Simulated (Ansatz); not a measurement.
Sn:
```yaml
crystal:
  lattice:
    - [-2.90276, 2.90276, 1.55313]
    - [2.90276, -2.90276, 1.55313]
    - [2.90276, 2.90276, -1.55313]
  atoms:
    - { symbol: Sn, position: [0.75000, 0.25000, 0.50000] }
    - { symbol: Sn, position: [0.00000, 0.00000, 0.00000] }
```

Relaxed with LDA. Special points in fractions of this cell's reciprocal vectors: Γ (0.000, 0.000, 0.000); X (0.000, 0.000, 0.500); M (-0.500, 0.500, 0.500); Z (0.322, 0.322, -0.322); Z0 (-0.322, 0.678, 0.322); P (0.250, 0.250, 0.250); N (0.000, 0.500, 0.000).

Problem. List the band energies nearest the Fermi level at these points for LDA (plane waves, PAW; program Ansatz).

Solution. In eV from the Fermi level; about four levels below and three above (degenerate sets whole), none deeper than 8.9 eV; points with the same levels are listed once.

```csv
k,below,above
Γ,-3.86 -2.14 -2.14,2.97 6.17 6.17
X,–,0.50 0.50 1.47 1.47
M,-7.81 -7.81 -5.00 -5.00,5.48 5.48 9.36 9.36
Z,-5.68 -3.21 -2.94 -2.94,3.04 5.64 5.64
P,-5.99 -5.99 -3.68 -3.68,3.61 3.61 4.01 4.01
N,-5.49 -2.38 -1.85 -1.12,2.31 2.87 4.78
```

Space group I4_1/amd (β-Sn type). Symmetry was held in the LDA relaxation. Scalar-relativistic: spin–orbit coupling is off unless named, which matters more the heavier the elements.

Potentials: the earlier of the program's two PAW sets. The files were generated under PBE; for other functionals the program regenerates the frozen cores, and for LDA and PBEsol the local potential too.
